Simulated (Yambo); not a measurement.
G0W0@LDA for KAsF6 (space group R-3, No. 148) in Yambo. Reference settings: 2×2×2 Γ-centred k mesh, 172 bands and a 7 Ry block in the screening, 172 bands in G with the Bruneval-Gonze terminator, plasmon pole fitted at 27.2 eV. The LDA gap Γ → Γ on this mesh is 5.14 eV; G0W0 gaps are taken between the same points.

With and without the terminator, as bands are cut:

| bands in G (in W) | gap, terminator (eV) | gap, none (eV) | valence shift, terminator (eV) | valence shift, none (eV) |
|---|---|---|---|---|
| 52 (52) | 10.810 | 10.903 | -2.748 | -2.487 |
| 74 (74) | 10.270 | 10.357 | -2.551 | -2.280 |
| 102 (102) | 10.048 | 10.091 | -2.530 | -2.266 |
| 137 (137) | 9.954 | 9.985 | -2.551 | -2.319 |
| 172 (172) | 9.900 | 9.918 | -2.567 | -2.366 |

Over this range the gap spans 0.910 eV with the terminator and 0.985 eV without, the valence shift 0.218 eV and 0.221 eV. Neither column has reached its limit for certain.

The standard potential for As keeps a d shell in the valence without the s and p states of that shell. In tests on such compounds this moved G0W0 gaps by up to about 0.9 eV, so absolute quasiparticle energies here are unreliable; differences between settings are what counts.

Spin-orbit coupling is not included.

Geometry of the Materials Project entry, not relaxed at this level; primitive cell a = b = c = 4.844 Å, α = β = γ = 97.99°.

A shift is the quasiparticle energy of the state minus its LDA energy.
